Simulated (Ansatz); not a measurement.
One stationary structure of InP. These are r2SCAN (plane waves to 500 eV, PAW, scalar-relativistic; Ansatz, a program for electronic structure) values and carry that method's errors.

```cif
data_In6P6
_chemical_formula_sum 'In6 P6'
_space_group_name_H-M_alt 'P 1'
_space_group_IT_number 1
_cell_length_a 4.17472
_cell_length_b 4.17472
_cell_length_c 20.48534
_cell_angle_alpha 90.000
_cell_angle_beta 90.000
_cell_angle_gamma 120.000
loop_
_space_group_symop_operation_xyz
  'x, y, z'
loop_
_atom_site_label
_atom_site_type_symbol
_atom_site_fract_x
_atom_site_fract_y
_atom_site_fract_z
_atom_site_occupancy
In1 In 0.00000 0.00000 0.99979 1
In2 In 0.00000 0.00000 0.49979 1
In3 In 0.66667 0.33333 0.83298 1
In4 In 0.33333 0.66667 0.33298 1
In5 In 0.66667 0.33333 0.16650 1
In6 In 0.33333 0.66667 0.66650 1
P1 P 0.00000 0.00000 0.87460 1
P2 P 0.00000 0.00000 0.37460 1
P3 P 0.66667 0.33333 0.70815 1
P4 P 0.33333 0.66667 0.20815 1
P5 P 0.66667 0.33333 0.04168 1
P6 P 0.33333 0.66667 0.54168 1
```

Question: Find the space group and the Wyckoff positions (tolerance 0.01 Å).

Answer: Space group P6₃mc (No. 186); a = 4.175 Å, b = 4.175 Å, c = 20.485 Å, α = 90.00°, β = 90.00°, γ = 120.00°

| atom | site | symmetry | x | y | z |
|---|---|---|---|---|---|
| In | 2a | 3m. | 0.0000 | 0.0000 | 0.4998 |
| In | 2b | 3m. | 0.3333 | 0.6667 | 0.3330 |
| In | 2b | 3m. | 0.6667 | 0.3333 | 0.1665 |
| P | 2a | 3m. | 0.0000 | 0.0000 | 0.3746 |
| P | 2b | 3m. | 0.3333 | 0.6667 | 0.2082 |
| P | 2b | 3m. | 0.6667 | 0.3333 | 0.0417 |

This is the AFLOW prototype AB_hP12_186_a2b_a2b (B6, as in SiC).

Question: Give the shortest distances between elements (the closest pairs, up to four, under 3.6 Å).

Answer: In–P 2.56 Å.

The volume per atom comes out as 25.77 Å³, the density is 4.70 g/cm³ and the band gap is 1.05 eV, direct at Γ (no spin-orbit coupling).

No spin polarisation in the result.

The run could not lose the symmetry of its start.

The first start was generated by placing the elements on the sites of a structure type. Materials Project lists a structure of InP in the same space group, P6₃mc (No. 186); the sites were not compared with it, nor with measured phases. Known forms of InP include space group No. 216.
